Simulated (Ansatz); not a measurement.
Total density of states per atom from r²SCAN in the plane-wave PAW code Ansatz, in 0.25 eV bins, energy from the Fermi level:

```
E (eV) | states/eV/atom
    -7.85 |  0.02
    -7.60 | # 0.07
    -7.35 | # 0.12
    -7.10 | ## 0.21
    -6.85 | ### 0.26
    -6.60 | #### 0.38
    -6.35 | ########## 0.89
    -6.10 | #### 0.34
    -5.85 |  0.00
    -5.60 |  0.00
    -5.35 |  0.00
    -5.10 |  0.00
    -4.85 |  0.00
    -4.60 |  0.00
    -4.35 | # 0.06
    -4.10 | ## 0.21
    -3.85 | ### 0.25
    -3.60 | ### 0.28
    -3.35 | ### 0.30
    -3.10 | ###### 0.58
    -2.85 | ######## 0.77
    -2.60 | ################ 1.44
    -2.35 | ################### 1.72
    -2.10 | ########################## 2.39
    -1.85 | ############################ 2.56
    -1.60 | ####################### 2.08
    -1.35 | ############# 1.13
    -1.10 | ########## 0.92
    -0.85 | ######### 0.82
    -0.60 | ######### 0.83
    -0.35 | ######## 0.75
    -0.10 | ######## 0.73
     0.15 | ###### 0.57
     0.40 | ######### 0.85
     0.65 | ########### 0.98
     0.90 | ############ 1.05
     1.15 | ########### 0.99
     1.40 | ######## 0.70
     1.65 | ########## 0.88
     1.90 | ############# 1.20
     2.15 | ############################## 2.72
```

**Question.** Which of these materials gives this?
A) ZnInGaO4, R3m (Pearson symbol hR7)
B) TiNi, P2_1/m (Ti on 2e, Ni on 2e)
C) Li3Ga2, R-3m (Li on 6c, Li on 3a, Ga on 6c)
D) La3Ga2Ni2, Pbcm (Pearson symbol oP28)

**Answer.** D, La3Ga2Ni2, Pbcm (Pearson symbol oP28). Within 0.5 eV of the Fermi level: La 5d 48 %, Ga 4p 20 %, Ni 3d 17 %, La 4f 6 %. Projections are on Löwdin-orthogonalised atomic valence shells; empty p or d shells of many metals are not among them.

The workflow started from a Materials Project entry (that database holds measured and hypothetical structures alike); the Crystallography Open Database copy checked does not list it. Its standing as an ambient phase is unchecked. Symmetry was held in the r²SCAN relaxation; whether a distortion lowers the energy is not shown. No spin polarisation was allowed. Spin–orbit coupling is left out wherever it is not named.

Potentials: the later of the program's two PAW sets.
